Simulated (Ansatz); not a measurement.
Level of theory: DFT PBE, scalar-relativistic, plane waves, PAW in Ansatz. All cells share a 420 eV cutoff and Γ-centred k meshes spaced about 0.3 Å⁻¹ or finer (0.25 for metals, 2π included). Collinear spin where magnetic atoms keep a moment.

Temperature and zero-point effects are left out.

Compare these two cells of FeBr4, each relaxed at this level.

A. (ferromagnetic moments up to 3.1 μB) Space group Fd-3m (No. 227), cubic, a = 11.638 Å. Fe is surrounded by 4 Br at 2.28 Å; Br is surrounded by 1 Fe at 2.28 Å.

B. (ferromagnetic moments up to 3.1 μB) Space group F-43m (No. 216), cubic, a = 10.562 Å. Around Fe lie 4 Br at 2.28 Å; Br is surrounded by 1 Fe at 2.28 Å.

**Question.** Which is lower in energy, and by how much?

**Answer.** They are level within the accuracy (3 meV/atom apart, with B the lower in these runs). A has space group Fd-3m (No. 227), 39.4 Å³/atom and no gap on its mesh; B has space group F-43m (No. 216), 58.9 Å³/atom and no gap. Both come from trial cells of a structure search.

For metals, differences of a few meV/atom aren't resolved. Weakly bound directions are ill-defined at this level, which has no dispersion term (Fd-3m, F-43m), and this can change margins and order among such cells. No Hubbard U is applied to the open shell of Fe. Another magnetic order may lie lower. In such compounds a missing gap is often an artefact of a semilocal functional without U, since the open shell pins the Fermi level. Cells relaxed within their symmetry can be saddle points.
